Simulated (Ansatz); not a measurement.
# CdS (zinc blende), map of one atom of the cell

Relaxed CdS (zinc blende):

```yaml
crystal:
  lattice:
    - [0.00000, 2.96331, 2.96331]
    - [2.96331, 0.00000, 2.96331]
    - [2.96331, 2.96331, 0.00000]
  atoms:
    - { symbol: S, position: [0.75000, 0.75000, 0.75000] }
    - { symbol: Cd, position: [0.00000, 0.00000, 0.00000] }
```

Two-dimensional scan of atom 1 (S, nearest neighbour Cd at 2.566 Å; its periodic images, 4.2 Å or more away, move with it): u runs along (0.707, 0.707, 0.000), v along (0.000, 0.000, 1.000) (Cartesian). Cell and other atoms are fixed.

The numbers are results of PBE (plane waves to 420 eV, PAW, scalar-relativistic; Ansatz, an electronic-structure program), not measurements. k mesh 8×8×8 (Γ-centred), Fermi-Dirac smearing 0.05 eV. E stands for the smeared free energy. Points where atoms come too close for the PAW data are left out (x in tables, blank in figures). Fu and Fv are the components of the force on the atom. CdS was relaxed with its symmetry unable to fall. The zero of ΔE is the undisplaced structure. Axes are in Å.

ΔE (eV/cell), with u across and v down:

| v \ u | -0.640 | -0.320 | 0.000 | 0.320 | 0.640 |
|---|---|---|---|---|---|
| -0.640 | 0.523 | 0.688 | 0.769 | 0.688 | 0.523 |
| -0.320 | 0.431 | 0.242 | 0.212 | 0.242 | 0.431 |
| 0.000 | 1.174 | 0.238 | 0.000 | 0.238 | 1.174 |
| 0.320 | x | 0.861 | 0.212 | 0.861 | x |
| 0.640 | x | 2.103 | 0.769 | 2.103 | x |

Fv (eV/Å), with u across and v down:

```tsv
v \ u	-0.640	-0.320	0.000	0.320	0.640
-0.640	1.01	1.82	2.10	1.82	1.01
-0.320	-0.70	0.83	1.28	0.83	-0.70
0.000	-4.30	-0.91	0.00	-0.91	-4.30
0.320	x	-2.98	-1.28	-2.98	x
0.640	x	-4.63	-2.10	-4.63	x
```

Read from the data:

- Lowest place on the grid: u = 0.000 Å, v = 0.000 Å (0 meV/cell)

The 25 points together took around 5 core-minutes (rough).

(A displaced cell: forces are minus the slopes of the energy, force constants its curvatures, and phonons follow from these.)
